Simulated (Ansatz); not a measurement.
Na (hcp (Mg type), P6_3/mmc) under volume change, DFT-PBEsol in the program Ansatz with PAW potentials, shape and atoms relaxed at each volume.

```tsv
V (Å³/atom)	E − E(relaxed) (meV/atom)	P (GPa)
33.086	?	?
34.177	3.6	0.55
35.268	?	?
36.358	0.0	0.00
37.449	0.8	-0.22
38.540	2.9	-0.41
39.631	6.3	-0.58
```

Problem. Some entries are withheld; supply them.

Solution. 
- 33.086, E − E(relaxed) (meV/atom): 8.4
- 33.086, P (GPa): 0.88
- 35.268, E − E(relaxed) (meV/atom): 0.9
- 35.268, P (GPa): 0.25

Problem. What does a third-order Birch–Murnaghan fit give for V₀, B₀ and B′?

Solution. V₀ = 36.37 Å³/atom, B₀ = 7.8 GPa, B′ = 3.7.

The workflow started from a Materials Project entry (that database holds measured and hypothetical structures alike); the Crystallography Open Database files this formula in space group No. 194, but the cells were not matched. It is not the phase usual at ambient conditions (space group No. 229). Symmetry was held in the PBEsol relaxation; of distortions, only those at the zone centre were tested.

Potentials: the later of the program's two PAW sets.
